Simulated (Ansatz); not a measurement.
Task: Each is relaxed and computed with plane-wave PAW r²SCAN (Ansatz code). Which is the only metal?
A) Li2Nb4NiO12, P1 (Pearson symbol aP19)
B) Li2H6Pt, Fm-3m (Li on 8c, H on 24e, Pt on 4a)
C) SiC, Pnma (Si on 4c, C on 4c)
D) LiC6, P6/mmm (Li on 1a, C on 6k)

Result: D, LiC6, P6/mmm (Li on 1a, C on 6k). LiC6: metal; Li2H6Pt: gap 3.33 eV (indirect); Li2Nb4NiO12: gap 2.62 eV (indirect); SiC: gap 3.02 eV (indirect). Spin orders computed, not proven ground states: Li2Nb4NiO12, P1 (Pearson symbol aP19) ferromagnetic. Typed or built starts, not in the databases checked: Li2Nb4NiO12, P1 (Pearson symbol aP19); SiC, Pnma (Si on 4c, C on 4c). Not the usual ambient phase: SiC, Pnma (Si on 4c, C on 4c). Standing as an ambient phase not checked: LiC6, P6/mmm (Li on 1a, C on 6k); Li2H6Pt, Fm-3m (Li on 8c, H on 24e, Pt on 4a). All cells were relaxed under the symmetry of their starts (and spin orders); stability against distortions was not tested throughout. Rows with no word on spin ran without spin polarisation. No Hubbard U is applied. Scalar-relativistic: spin–orbit coupling is off unless named, which matters more the heavier the elements.

Potentials: the later of the program's two PAW sets.
